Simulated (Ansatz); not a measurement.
Ansatz input file:

```yaml
crystal:
  lattice:
    - [1.9388796734, -5.1080233252, 0.0]
    - [1.9388796734, 5.1080233252, 0.0]
    - [0.0, 0.0, 10.2378011134]
  atoms:
    - { symbol: Ta, position: [0.8012203281, 0.1987796719, 0.25] }
    - { symbol: Ta, position: [0.1987796719, 0.8012203281, 0.75] }
    - { symbol: Ta, position: [0.8662888692, 0.1337111308, 0.559297128] }
    - { symbol: Ta, position: [0.1337111308, 0.8662888692, 0.059297128] }
    - { symbol: Ta, position: [0.1337111308, 0.8662888692, 0.440702872] }
    - { symbol: Ta, position: [0.8662888692, 0.1337111308, 0.940702872] }
    - { symbol: "N", position: [0.2358543473, 0.7641456527, 0.25] }
    - { symbol: "N", position: [0.7641456527, 0.2358543473, 0.75] }
    - { symbol: "N", position: [0.9529959485, 0.0470040515, 0.1199198271] }
    - { symbol: "N", position: [0.0470040515, 0.9529959485, 0.6199198271] }
    - { symbol: "N", position: [0.0470040515, 0.9529959485, 0.8800801729] }
    - { symbol: "N", position: [0.9529959485, 0.0470040515, 0.3800801729] }
    - { symbol: "N", position: [0.6913044236, 0.3086955764, 0.0732977814] }
    - { symbol: "N", position: [0.3086955764, 0.6913044236, 0.5732977814] }
    - { symbol: "N", position: [0.3086955764, 0.6913044236, 0.9267022186] }
    - { symbol: "N", position: [0.6913044236, 0.3086955764, 0.4267022186] }
basis:
  ecutwfc: 420
kpoints:
  mp_grid: { grid: [8, 8, 4] }
  band_path:
    path:
      - [[0.0, 0.0, 0.0], [-0.5, 0.5, 0.0], [-0.28601936, 0.71398064, 0.0]]
      - [[0.28601936, 0.28601936, 0.0], [0.0, 0.0, 0.0], [0.0, 0.0, 0.5], [0.28601936, 0.28601936, 0.5]]
      - [[-0.28601936, 0.71398064, 0.5], [-0.5, 0.5, 0.5], [-0.5, 0.5, 0.0]]
      - [[0.0, 0.0, 0.0], [0.0, 0.5, 0.0], [0.0, 0.5, 0.5], [0.0, 0.0, 0.5], [-0.5, 0.5, 0.5]]
    npoints: 10
hamiltonian:
  xc: pbesol
scf:
  occupations: { method: gaussian, width: 0.02 }
  n_extra_bands: 40
output:
  forces: true
  stress: true
  eigenvalues: true
  populations: true
  dos: { projected: true, de: 0.02, nscf_kmesh: { grid: [12, 12, 6] } }
  bader: false
  write_density: true
  write_potential: true
  elf: true
  volumetric_format: npy
```

Launched with
```bash
ansatz run input.yaml --threads 4 --pin off --max-ram 10240MiB --backend cpu --events-out ev --progress --plain --runs-dir out
```

All numbers below come from Ansatz, DFT PBEsol, scalar-relativistic, plane waves, PAW.

Abridged output (iterations and final results):

```
SCF iter   1: F=—  HF=-62642.143979 eV  |F-HF|=—  |Δ(HF+E_count)|=         —  Δρ=1.24e-2  dr2=2.62e-1  ethr=1.77e-3  ⟨swp⟩=6.0  Hψ=25070  notcnv=0  defer=1541
SCF iter   2: F=—  HF=-62642.089584 eV  |F-HF|=—  |Δ(HF+E_count)|=   5.44e-2  Δρ=3.83e-3  dr2=2.19e-2  ethr=2.04e-4  ⟨swp⟩=2.6  Hψ=9834  notcnv=0  defer=2117
SCF iter   3: F=—  HF=-62642.086464 eV  |F-HF|=—  |Δ(HF+E_count)|=   3.12e-3  Δρ=2.07e-3  dr2=5.36e-3  ethr=1.71e-5  ⟨swp⟩=2.0  Hψ=6746  notcnv=0  defer=2120
SCF iter   4: F=—  HF=-62642.086282 eV  |F-HF|=—  |Δ(HF+E_count)|=   1.82e-4  Δρ=6.33e-4  dr2=9.20e-4  ethr=4.19e-6  ⟨swp⟩=2.0  Hψ=6561  notcnv=0  defer=2120
SCF iter   5: F=—  HF=-62642.086251 eV  |F-HF|=—  |Δ(HF+E_count)|=   3.06e-5  Δρ=1.62e-4  dr2=6.19e-5  ethr=7.19e-7  ⟨swp⟩=2.2  Hψ=6677  notcnv=0  defer=2120
SCF iter   6: F=—  HF=-62642.086193 eV  |F-HF|=—  |Δ(HF+E_count)|=   5.79e-5  Δρ=4.39e-5  dr2=8.94e-6  ethr=4.84e-8  ⟨swp⟩=2.0  Hψ=6832  notcnv=0  defer=2120
SCF iter   7: F=—  HF=-62642.086201 eV  |F-HF|=—  |Δ(HF+E_count)|=   7.34e-6  Δρ=1.79e-5  dr2=1.11e-6  ethr=6.98e-9  ⟨swp⟩=2.0  Hψ=6504  notcnv=0  defer=2120
SCF iter   8: F=—  HF=-62642.086202 eV  |F-HF|=—  |Δ(HF+E_count)|=   1.48e-6  Δρ=1.27e-5  dr2=3.88e-7  ethr=8.71e-10  ⟨swp⟩=2.0  Hψ=6952  notcnv=0  defer=2120
SCF iter   9: F=-62642.086202 eV  HF=-62642.086202 eV  |F-HF|=1.10e-8  |Δ(HF+E_count)|=   3.51e-8  Δρ=4.58e-6  dr2=5.53e-8  ethr=7.81e-11  ⟨swp⟩=15.5  Hψ=50017  notcnv=0
SCF 1 converged in 9 iterations: F = -62642.086202 eV  dr2 = 5.53e-8
SCF converged after 9 iterations
Free energy (F): -62642.086202 eV
Harris-Foulkes:  -62642.086202 eV  (|F-HF|=1.10e-8)
Internal energy: -62642.086202 eV  (E = F + TS)
E sigma→0 (E₀):  -62642.086202 eV
Fermi energy:    12.499010 eV
--- Per-component energies (eV) ---
  E_band       = -999.136546
  E_kinetic    = 3491.528128
  E_local      = -7457.639811  (includes V_loc(G=0)·N_el)
  E_nonlocal   = 561.484473
  E_hartree    = 2633.990443
  E_xc         = -1894.116514
  E_vxc        = -1978.612165  (∫ρ·V_xc dr)
  E_paw        = -50860.644468  (= ΣΔE_a)
  E_vpaw       = -883.880424  (= ΣTr[D̂ρ^β])
  E_aug_tail   = 0.001724  (compensation charges beyond the density's cutoff)
  E_ewald      = -9118.253044
  E_core_change = 1.562867  (= ΣΔE_core)
  E_smearing   =  0.000000  (= −TS)
--- Forces (eV/Å), atoms counted from 1 ---
  atom   1  Ta     0.00000000    -0.00260663     0.00000000
  atom   2  Ta     0.00000000     0.00260663     0.00000000
  atom   3  Ta     0.00000000    -0.00478312    -0.00099732
  atom   4  Ta     0.00000000     0.00478312    -0.00099732
  atom   5  Ta     0.00000000     0.00478312     0.00099732
  atom   6  Ta     0.00000000    -0.00478312     0.00099732
  atom   7  N      0.00000000     0.00291405     0.00000000
  atom   8  N      0.00000000    -0.00291405     0.00000000
  atom   9  N      0.00000000    -0.00180169     0.00017419
  atom  10  N      0.00000000     0.00180169     0.00017419
  atom  11  N      0.00000000     0.00180169    -0.00017419
  atom  12  N      0.00000000    -0.00180169    -0.00017419
  atom  13  N      0.00000000    -0.00191604     0.00053876
  atom  14  N      0.00000000     0.00191604     0.00053876
  atom  15  N      0.00000000     0.00191604    -0.00053876
  atom  16  N      0.00000000    -0.00191604    -0.00053876
--- Stress (GPa, compression-positive) ---
        0.004359       0.000000       0.000000
        0.000000      -0.044902       0.000000
        0.000000       0.000000      -0.039074
  P = ⅓ Tr σ = -0.0265 GPa (-0.265 kbar)
--- Band table (eV; the first three rows and the last of 63) ---
  k-point 0: bands = ["-56.1192", "-56.1184", "-55.9412", "-55.9406", "-55.9156", "-55.9154", "-22.8736", "-22.8586", "-22.8243", "-22.7010", "-22.6921", "-22.6869", "-22.6844", "-22.6470", "-22.5166", "-22.5153", "-22.4890", "-22.4754", "-22.4741", "-22.4717", "-22.4600", "-22.4180", "-22.3612", "-22.3406", "-3.6264", "-2.7375", "-2.5273", "-1.8778", "-1.7579", "-1.6612", "-1.1981", "-1.0782", "-0.8662", "-0.8208", "6.0433", "6.4392", "6.7909", "6.9288", "7.0142", "7.1869", "7.2190", "7.3431", "7.5132", "7.5720", "7.6253", "7.6749", "7.9753", "8.0221", "8.3811", "8.6173", "8.9209", "8.9837", "9.3152", "9.5536", "10.1485", "10.1696", "10.4897", "10.7940", "10.8854", "10.9775", "11.0574", "11 ...
  k-point 1: bands = ["-56.1191", "-56.1185", "-55.9411", "-55.9407", "-55.9156", "-55.9154", "-22.8710", "-22.8607", "-22.8147", "-22.7385", "-22.6991", "-22.6891", "-22.6539", "-22.6446", "-22.5120", "-22.5022", "-22.4942", "-22.4784", "-22.4708", "-22.4685", "-22.4610", "-22.4254", "-22.3597", "-22.3460", "-3.5487", "-3.0095", "-2.3111", "-1.9682", "-1.6864", "-1.6362", "-1.1761", "-1.0309", "-0.9448", "-0.8366", "6.1512", "6.4389", "6.6895", "6.9026", "6.9534", "7.0503", "7.1161", "7.3425", "7.4407", "7.6500", "7.8322", "7.8356", "7.9034", "7.9847", "8.3964", "8.5213", "8.8700", "8.9647", "9.4405", "9.9136", "10.1747", "10.2507", "10.5497", "10.6334", "10.8611", "10.9659", "11.1687", "11 ...
  k-point 2: bands = ["-56.1188", "-56.1188", "-55.9409", "-55.9409", "-55.9155", "-55.9155", "-22.8657", "-22.8657", "-22.7849", "-22.7849", "-22.6942", "-22.6942", "-22.6428", "-22.6428", "-22.5037", "-22.5037", "-22.4856", "-22.4856", "-22.4640", "-22.4640", "-22.4492", "-22.4492", "-22.3548", "-22.3548", "-3.3286", "-3.3286", "-2.1131", "-2.1131", "-1.6246", "-1.6246", "-1.0822", "-1.0822", "-0.9242", "-0.9242", "6.4183", "6.4183", "6.5726", "6.5726", "7.0213", "7.0213", "7.1442", "7.1442", "7.6217", "7.6217", "7.8100", "7.8100", "8.0579", "8.0579", "8.5023", "8.5023", "8.7262", "8.7262", "10.0583", "10.0583", "10.1640", "10.1640", "10.6958", "10.6958", "10.8474", "10.8474", "11.1506", " ...
  k-point 62: bands = ["-56.1187", "-56.1187", "-55.9324", "-55.9324", "-55.9241", "-55.9241", "-22.8679", "-22.8679", "-22.7040", "-22.7040", "-22.6976", "-22.6976", "-22.6801", "-22.6801", "-22.5463", "-22.5463", "-22.5275", "-22.5275", "-22.4365", "-22.4365", "-22.4008", "-22.4008", "-22.3869", "-22.3869", "-2.9198", "-2.9198", "-2.2364", "-2.2364", "-1.7276", "-1.7276", "-1.4286", "-1.4286", "-0.8241", "-0.8241", "6.2366", "6.2366", "6.5636", "6.5636", "6.8577", "6.8577", "7.1357", "7.1357", "7.7812", "7.7812", "7.9590", "7.9590", "7.9972", "7.9972", "9.0981", "9.0981", "9.6841", "9.6841", "9.6955", "9.6955", "9.7714", "9.7714", "10.1711", "10.1711", "10.5215", "10.5215", "10.6809", "10. ...
--- Löwdin populations: 16 sites ---
  site symbol q [e]
     0     Ta     11.6257
     1     Ta     11.6257
     2     Ta     11.6516
     3     Ta     11.6516
     4     Ta     11.6516
     5     Ta     11.6516
     6      N      5.8067
     7      N      5.8067
     8      N      5.7055
     9      N      5.7055
    10      N      5.7055
    11      N      5.7055
    12      N      5.7874
    13      N      5.7874
    14      N      5.7874
    15      N      5.7874
  spilling = 0.004356 (of n_electrons = 128.000000)
```

The calculation finished and met its thresholds.

The run took 100 s on 4 threads of Arm Neoverse V2 (shared host), peak memory 2.2 GiB.

Spin–orbit coupling is left out, which can shift energies with elements as heavy as these.